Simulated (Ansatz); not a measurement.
SiNi₃ (Cu3Au type, space group No. 221) under volume change, DFT-PBEsol in the program Ansatz with PAW potentials, scaled uniformly.

| V (Å³/atom) | E − E(relaxed) (meV/atom) | P (GPa) |
|---|---|---|
| 9.431 | 75.3 | 28.28 |
| 9.742 | 31.5 | 17.20 |
| 10.053 | 7.4 | 7.87 |
| 10.364 | 0.0 | 0.00 |
| 10.675 | 6.6 | -6.63 |
| 10.986 | 25.1 | -12.21 |
| 11.297 | 53.4 | -16.90 |

**Question.** What does a third-order Birch–Murnaghan fit give for V₀, B₀ and B′?

**Answer.** V₀ = 10.36 Å³/atom, B₀ = 240 GPa, B′ = 4.7.

Space group Pm-3m (Cu3Au type). Symmetry was held in the PBEsol relaxation; of distortions, only those at the zone centre were tested. The workflow began spin-polarised and lost its moments.

Potentials: the later of the program's two PAW sets.
